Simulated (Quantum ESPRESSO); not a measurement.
# ZnYAlF8: convergence and cost over cutoff and k mesh

A calculation, not a measurement. The program is pw.x of Quantum ESPRESSO 7.5 (plane-wave density functional theory). The cell is made up: 11 atoms on a fluorite lattice with one site empty, with randomly drawn elements, strain and displacements, not relaxed. PseudoDojo standard norm-conserving files (v0.5 for PBE, v0.4.1 for LDA and PBEsol) set the functional; there is no spin polarisation, spin-orbit coupling or dispersion term, and the masses in the input are unused placeholders.

Input of the run in row 4:

```
&control calculation='scf', pseudo_dir='./dojo.nc.sr.pbe.v0_5.standard.upf', outdir='./o', disk_io='low', tprnfor=.true., tstress=.true. /
&system ibrav=0, nat=11, ntyp=4, nbnd=51, ecutwfc=84.00895049, nosym=.true., tot_charge=0,
 occupations='smearing', smearing='fd', degauss=0.0018374661
/
&electrons conv_thr=7.350e-09, electron_maxstep=60, /
ATOMIC_SPECIES
Al 1.0 Al.upf
F 1.0 F.upf
Y 1.0 Y.upf
Zn 1.0 Zn.upf
CELL_PARAMETERS angstrom
5.1839 0.0 0.0
0.0 5.1839 0.0
0.0 0.0 5.1839
ATOMIC_POSITIONS angstrom
Zn -0.0148 2.5747 2.5478
Y 2.5611 0.1099 2.6241
Al 2.6225 2.6555 0.0037
F 1.28 1.3148 1.3408
F 1.3484 1.32 3.8935
F 1.3093 3.8986 1.2757
F 1.2783 3.806 3.8096
F 3.9311 1.32 1.3395
F 3.8935 1.2815 3.8063
F 3.8868 3.8798 1.292
F 3.8976 3.8755 3.8326
K_POINTS automatic
4 4 4 1 1 1
```

The same cell was run at these settings. Meshes are shifted by half a step, and differences are from the last row, which is itself not exact.

| cutoff (eV) | k mesh | k points solved | threshold (eV) | free energy less the last row's (eV) | pressure (GPa) | largest stress difference (GPa) | largest force difference (eV/Å) | iterations | wall time (s) | k-point pools | processor |
| --- | --- | --- | --- | --- | --- | --- | --- | --- | --- | --- | --- |
| 800 | 2 x 2 x 2 | 4 | 1e-04 | 3.235 | -36.45 | 31.36 | 0.033 | 8 | 13 | 4 | Intel Xeon, 2023 or later |
| 1143 | 2 x 2 x 2 | 4 | 1e-07 | -0.044 | -5.20 | 0.11 | 0.011 | 10 | 22 | 4 | Intel Xeon, 2023 or later |
| 797 | 4 x 4 x 4 | 32 | 1e-07 | 3.382 | -37.15 | 32.06 | 0.035 | 10 | 49 | 4 | Intel Xeon, 2023 or later |
| 1143 | 4 x 4 x 4 | 32 | 1e-07 | 0.003 | -5.12 | 0.01 | 0.000 | 10 | 85 | 4 | Intel Xeon, 2023 or later |
| 1437 | 6 x 6 x 6 | 108 | 1e-07 | 0.000 | -5.12 | 0.00 | 0.000 | 10 | 456 | 4 | Intel Xeon, 2023 or later |

Each pool is one process. Wall times include start-up and a band step at six k points, which weighs most on the coarsest meshes. The runs were on shared virtual cores whose load varied, so times are rough.